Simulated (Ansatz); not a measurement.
ZnGeP2:
```
ZnGeP2
1.0
   -2.68694     2.68694     5.31298
    2.68694    -2.68694     5.31298
    2.68694     2.68694    -5.31298
Ge Zn P
2 2 4
Direct
  0.50000   0.50000   0.00000
  0.25000   0.75000   0.50000
  0.00000   0.00000   0.00000
  0.75000   0.25000   0.50000
  0.37500   0.37537   0.50037
  0.62463   0.12500   0.99963
  0.87500   0.87463   0.49963
  0.12537   0.62500   0.00037
```

This is the LDA-relaxed structure. Tensor components refer to the Cartesian frame of this cell.

**Question.** All from the program Ansatz at the LDA level (PAW), unless another level is named. Estimate the Debye temperature from the elastic constants.

**Answer.** 438 K.

**Question.** Give the highest zone-centre frequency (without LO–TO term).

**Answer.** 48.7 meV.

**Question.** Give the piezoelectric stress constants (proper, relaxed ions, C/m²).

**Answer.** e14 = e25 = -0.03, e36 = -0.07.

Space group I-42d (chalcopyrite). The cell was relaxed with LDA under the symmetry of its start. Signs of piezoelectric constants follow the polarity of the cell as given.

Potentials: the later of the program's two PAW sets.
